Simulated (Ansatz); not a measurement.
Computed properties of Li

Li:
```xyz
1
Lattice="0.0000 2.1168 2.1168 2.1168 0.0000 2.1168 2.1168 2.1168 0.0000" Properties=species:S:1:pos:R:3 pbc="T T T"
Li     0.0000     0.0000     0.0000
```

Space group Fm-3m (No. 225), fcc (Cu type); conventional cell a = b = c = 4.234 Å, α = β = γ = 90.00°.

Method: plane-wave PAW LDA (Ansatz code). Structure relaxed to zero pressure with the same functional. Other levels are named where they apply.

**Cell and energy**

```json
{
  "volume_per_atom": "18.97 Å³",
  "density": "0.61 g/cm³"
}
```

**Electronic structure**

```json
{
 "electronic_character": "metallic (no gap)",
 "Density of states at the Fermi level": "0.52 states/eV per atom (mean over ±0.08 eV)"
}
```

**Mechanics**

```json
{
  "Bulk modulus (Birch–Murnaghan fit)": "14.9 GPa",
  "Pressure derivative B′": "3.3",
  "Elastic constants (relaxed ions, GPa)": "C11 = 17.7, C12 = 13.6, C44 = 10.9",
  "mechanical_stability": "stable (all eigenvalues of C positive)",
  "hill_bulk_and_shear_moduli": "14.9 and 5.7 GPa",
  "Young's modulus": "15.1 GPa",
  "Poisson's ratio": "0.33",
  "debye_temperature_from_the_elastic_constants": "383 K"
}
```

The first step of the workflow began from a Materials Project structure, measured or hypothetical; the Crystallography Open Database files this formula in space group No. 225, but the cells were not matched. It is not the phase usual at ambient conditions (space group No. 229). The LDA relaxation kept the symmetry of its start; its stability against distortions is not shown here. As this level gives no gap, shear constants depend on the k-mesh and smearing (Fermi–Dirac, 0.1 eV here).

Potentials: the earlier of the program's two PAW sets.
